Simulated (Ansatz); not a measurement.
One run on Fe (Fmmm): U = 1.5 eV on Fe d

The calculation used Ansatz, DFT, r2SCAN+U, PAW with Ansatz's default frozen-core files, scalar-relativistic.

Command: `ansatz run input.yaml --threads 1 --pin off --max-ram 3072MiB --backend cpu --events-out ev --progress --plain --runs-dir out`

```yaml
crystal:
  lattice:
    - [0.0, 1.9417396906, 1.9651051623]
    - [1.4984397099, 0.0, 1.9651051623]
    - [1.4984397099, 1.9417396906, 0.0]
  atoms:
    - { symbol: Fe, position: [0.0, 0.0, 0.0], spin: 3.0 }
magnetization:
  spin_polarized: true
kpoints:
  mp_grid: { grid: [14, 14, 14] }
scf:
  occupations: { method: fermi_dirac, width: 0.1 }
hamiltonian:
  xc: r2scan
  pseudopotentials: { kind: paw }
  hubbard: { sites: [{ species: Fe, l: d, u_eff: 1.5 }] }
output:
  forces: true
  stress: true
  eigenvalues: true
  hubbard: { sites: [{ species: Fe, l: d }] }
  populations: true
```

Output:

```
Fe: projections on atomic orbitals take those of the free atom [Ne] 3s2 3p6 3d6 4s2, of charge +0.00 (hamiltonian.pseudopotentials.projection_atoms); the dataset's partial waves leave at most 1.1e-6 of an orbital's norm unspanned inside its sphere
Engine: ansatz 0.2.0
Pseudopotentials: kind: paw
Pseudopotential: Fe, paw, valence charge 16, recommended cutoff 500 eV (meta_gga), Fe.paw.azcp
Functional definition: r2SCAN
  parameter k0 = 0.174
  parameter k1 = 0.065
  parameter a1 = 4.9479
  exchange = r2scan_x(k0 = k0, k1 = k1, a1 = a1)
  correlation = r2scan_c
Crystal: 1 atoms, lattice volume = 11.435 Å³
Basis set: ecut = 500 eV, 289 PW (Γ), exchange–correlation on 96×80×72 points (64 copies of the dense FFT grid, shifted against one another)
Bands: 14, of which v1, the nominal top of the filled ones, is band 8 counted from 1 (7 counted from 0)
Symmetry: 8 space group operations
Space group: Fmmm (ITA 69), of the structure as read, at distance tolerance 2.3e-5 Å
Magnetic group: BNS 69.521 (UNI 619), of the structure as read, at distance tolerance 2.3e-5 Å
k-points: 428 of 2744
Non-local potential: Fe, projectors of the file, l = 0: 3, l = 1: 2, l = 2: 3, l = 3: 1
PAW form: soft (Blöchl's): semilocal exchange-correlation on the pseudo side does not see the compensation charge
PAW frozen core: Fe, regenerated for the run's functional (the file was generated under x = pbe(κ = 0.804, μ = 0.2195149727645171), c = pbe(β = 0.06672455060314922))
PAW one-centre angular grid: Fe, 590 points (default); XC on 160 Gauss nodes
Initial density: superposition of atomic densities (chi_scale 0.1, normalization cell)
Starting moments: Σ|m| = 3 μB on 1 of 1 site
Initial wavefunctions: pseudopotential atomic-orbital guess
Functional: x = r2scan, c = r2scan; τ floored in thin density (d = 2e-4 eV/Å³)
iter 1 solved again at ethr=1.14e-3 eV; its pass at ethr=3.10e-3 eV (dr2=1.82e-1 eV) is discarded
SCF iter   1: F=—  HF=-4484.243201 eV  |F-HF|=—  |Δ(HF+E_count)|=         —  Δρ=5.51e-2 (↑1.39e-2 ↓5.51e-2)  dr2=1.83e-1  dr2_τ=1.73e-2  dr2_m=1.01e-1  M=2.838 μB ∫|m|=2.873 μB  β_m=1.00  ethr=1.14e-3  ⟨swp⟩=1.0  Hψ=77333  notcnv=0
preconditioner: auto → none  [metal: Δε(μ)=0.001 eV  Ē_g=16.111 eV  σ=0.100 eV  W_gap=0.00  n_scr=0 (ndim 8)  ℏωp=31.1 eV  f_vac=0.000  D(μ)=0.87/eV (n_scr^D=12)]
[...]
  E_vtau       = 12.081262  (kinetic-family band-sum trace: ∫τ·v_τ [+ j·A + Jᵃ·Aᵃ] dr)
  E_ewald      = -2362.884979
  E_core_change = -0.289475  (= ΣΔE_core)
  E_smearing   = -0.025366  (= −TS)
  E_closure    = 0.000000  (closes the sum)
  Σ components = -4484.916616   (vs F -4484.916616, Δ=0.00e0)
--- Forces (eV/Å), atoms counted from 1 ---
  atom   1  Fe     0.00000000     0.00000000    -0.00000000
  max |Σ_I F_I| component: 1.14e-31 eV/Å
--- Stress (GPa, compression-positive) ---
       10.798707      -0.000000       0.000000
       -0.000000      13.819543       0.000000
        0.000000       0.000000      14.525423
  P = ⅓ Tr σ = 13.0479 GPa (130.479 kbar)
--- Band table (eV; the first three rows and the last of 856) ---
  k-point 0 ↑: bands = ["-73.8019", "-38.3105", "-38.2511", "-38.2023", "9.6225", "14.4599", "14.4872", "14.7519", "15.5455", "15.9445", "42.4755", "43.9464", "44.2120", "48.5715"]
  k-point 1 ↑: bands = ["-73.7983", "-38.3192", "-38.2608", "-38.2104", "9.8345", "14.4703", "14.4980", "14.7908", "15.5151", "15.9203", "41.6953", "43.2833", "43.9548", "47.8118"]
  k-point 2 ↑: bands = ["-73.7881", "-38.3514", "-38.2914", "-38.2215", "10.4404", "14.4132", "14.4666", "15.0424", "15.4572", "15.8754", "39.0050", "42.3017", "43.6020", "46.9126"]
  k-point 427 ↓: bands = ["-69.2108", "-34.2465", "-33.9078", "-33.7724", "14.9760", "16.7070", "18.6889", "21.8875", "21.9159", "22.1465", "28.4677", "36.2067", "38.6141", "42.1456"]
Occupation matrices written to <dir>
--- Löwdin populations: 1 site ---
  site symbol       q [e]    m [muB]
     0     Fe     15.7389     2.9226
  spilling = 0.016317 (of n_electrons = 16.000000)
--- Occupation matrices: 1 shell (run DFT+U table (all-electron-ortho-atomic); ε = 5.11e-3) ---
  Fe0 d_3D: site group D2h (mmm)
  Fe0 d_3D up     Tr n = 4.8839  λ = 0.970 0.972 0.975 0.981 0.985  [3× xz 0.33 Ag(0.33) | 2× yz 0.50 Ag(0.50)]
  Fe0 d_3D dn     Tr n = 1.8727  λ = 0.254 0.306 0.376 0.444 0.493  [x2-y2 0.81 Ag(1.00) | yz 1.00 B3g(1.00) | z2 0.81 Ag(1.00) | xz 1.00 B1g(1.00) | xy 1.00 B2g(1.00)]
  Tr n, λ and their labels are of the run-group-symmetrised matrices; stabiliser: 8 of 16 elements of G0×{1,Θ} (closed), max defect 1.9e-15 at τ = 1.1e-3
```

occupations.tsv:

```
# site	symbol	l	channel	k	occupation	cluster	real_ylm_label	real_ylm_weight	cubic_label	cubic_weight	pseudocubic_irrep	site_irrep	w_site_irrep	cell_site_irrep	w_cell_site_irrep
# projection_atom_Fe: [Ne] 3s2 3p6 3d6 4s2
# site_irrep/w_site_irrep = the cluster's dominant irrep under the shell's site group (Mulliken, in the setting of the per-shell frame z, x; double-valued rows on a spinor block under rep=spin_orbital) and its weight, the cluster's purity; - without a site group
# cell_site_irrep/w_cell_site_irrep = the same under the site's group on the run's cell, the crystal's operations that keep its lattice, with its own per-shell comment where it differs; - as there, and where that group is no smaller or either group is refused
# basis = run DFT+U table (all-electron-ortho-atomic)
# labels = run-group-symmetrised matrices
# epsilon = 0.0051079 provisional = false under_converged = false
# stabiliser = 8/16 closed max_defect = 1.9169e-15 tolerance = 0.0010835
# site 0 Fe l=2_3D: orbit=0, site group D2h (mmm), |G|=8, z=[0.000000, 1.000000, 0.000000], x=[1.000000, 0.000000, 0.000000], rep=spin
0	Fe	2_3D	up	0	0.970213	0	xz	0.3333	xz	0.3333	-	Ag	0.3333	-	-
0	Fe	2_3D	up	1	0.971731	0	xz	0.3333	xz	0.3333	-	Ag	0.3333	-	-
0	Fe	2_3D	up	2	0.975285	0	xz	0.3333	xz	0.3333	-	Ag	0.3333	-	-
0	Fe	2_3D	up	3	0.981158	1	yz	0.5000	yz	0.5000	-	Ag	0.5000	-	-
0	Fe	2_3D	up	4	0.985478	1	yz	0.5000	yz	0.5000	-	Ag	0.5000	-	-
# Tr n = 4.883865
0	Fe	2_3D	dn	0	0.254411	0	x2-y2	0.8068	x2-y2	0.8068	-	Ag	1.0000	-	-
0	Fe	2_3D	dn	1	0.305559	1	yz	1.0000	yz	1.0000	-	B3g	1.0000	-	-
0	Fe	2_3D	dn	2	0.375985	2	z2	0.8068	z2	0.8068	-	Ag	1.0000	-	-
0	Fe	2_3D	dn	3	0.443966	3	xz	1.0000	xz	1.0000	-	B1g	1.0000	-	-
0	Fe	2_3D	dn	4	0.492815	4	xy	1.0000	xy	1.0000	-	B2g	1.0000	-	-
# Tr n = 1.872737
```

populations.tsv:

```
# site	symbol	l	j	q_up	q_dn
# orbitals = lowdin
# n_electrons = 16.000000
# spilling = 0.016317
# projection_atom_Fe: [Ne] 3s2 3p6 3d6 4s2
0	Fe	0_3S	-	0.992689	0.993081
0	Fe	0_4S	-	0.444873	0.522581
0	Fe	1_3P	-	2.998445	2.997907
0	Fe	2_3D	-	4.894752	1.894598
```

Site moments (μB): Fe 2.92. Cell moment 2.77 μB.

The magnetic group in the log treats spin as a scalar label, without spin–orbit coupling.

The PAW files were made with PBE; the program remakes their cores once for the run's functional and then keeps them frozen. In at least one run the program's final test of stability wasn't made or came to no verdict. r²SCAN is known to give itinerant transition metals moments and polarisation energies that are too large. The magnetic state is the one that this cell and start allow. It needn't be the compound's measured order, which may need a larger cell or be absent.

It took 52 s on 1 thread of Intel(R) Xeon(R) Platinum 8259CL CPU @ 2.50GHz (Skylake/Cascade Lake) (shared host), peak memory 0.51 GiB.
